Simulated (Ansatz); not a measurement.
## Na2Au (I4/mcm): electronic heat capacity and spin susceptibility from the density of states

These are results of Ansatz 0.2.0, DFT r2SCAN, scalar-relativistic, plane waves, PAW, not measurements.

Cutoff 500 eV; k points 8×8×8 on the computed 6-atom cell (Γ-centred); Gaussian smearing, width 0.10 eV; no spin polarisation.

Relaxed cell: I4/mcm, a = 7.277 Å, b = 7.277 Å, c = 5.636 Å, α = 90.00°, β = 90.00°, γ = 90.00°, 6 atoms in the primitive cell. Whether it is the stable form of this composition wasn't checked.

The density of states at the Fermi level is 1.784 states/eV in the cell of 6 atoms (2 formula units; both spins, tetrahedra on a 12×12×12 mesh).

**Question.** What Sommerfeld coefficient and Pauli susceptibility does this give?

**Answer.** Per formula unit N(E_F) = 0.892 states/eV. γ = (π²/3) k_B² N(E_F) N_A = 2.357 mJ/(mol K²) per state/eV, so γ = 2.1 mJ/(mol K²), a mole of formula units. χ_P = μ_B² N(E_F) N_A = 3.23×10⁻⁵ emu/mol per state/eV gives 2.9×10⁻⁵ emu/mol. This is the bare band result: a measured γ of the same phase is as a rule larger by a factor 1 + λ from phonons and spin fluctuations, the spin part of χ is larger by the Stoner factor, and a measured χ also holds orbital and core terms. N(E_F) at one energy is sensitive to the mesh where the density of states has sharp peaks.

Spin-orbit coupling is left out, which matters for the bands of heavy elements.

Cost: 1 run of about 1.9 core-minutes, on Intel Xeon 6975P-C (Granite Rapids) (shared hosts).